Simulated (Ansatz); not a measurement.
Be2C (fluorite or antifluorite type, Fm-3m), PBEsol (plane waves, PAW; program Ansatz). The conduction-band minimum lies at X, with 3 equivalent valleys. Second derivatives d²E/dk² of the lowest band at one valley (eV·Å²), along Cartesian directions:

```
direction  d²E/dk²
---------  -------
[100]        10.94
[010]        33.15
[001]        33.15
[110]        22.04
[101]        22.04
[011]        33.13
```

Q: Find the principal effective masses, the density-of-states mass and the conductivity mass.

A: Off-diagonal terms follow from H_xy = H[110] − (H_xx + H_yy)/2, and m*/mₑ = 7.620 eV·Å² over each eigenvalue: 0.23, 0.23, 0.70. One valley's DOS mass (m₁m₂m₃)^(1/3) = 0.33, conductivity mass 3/(Σ 1/mᵢ) = 0.30 mₑ.

Q: What effective density of states Nc follows at 300 K for parabolic valleys?

A: Nc = 2.509e19 × 3 × (0.33)^(3/2) ≈ 1.4e19 cm⁻³.

The cell was relaxed with PBEsol under the symmetry of its start.

Potentials: the later of the program's two PAW sets.

Edges and masses are those of Kohn–Sham bands, whose gap is no quasiparticle gap.
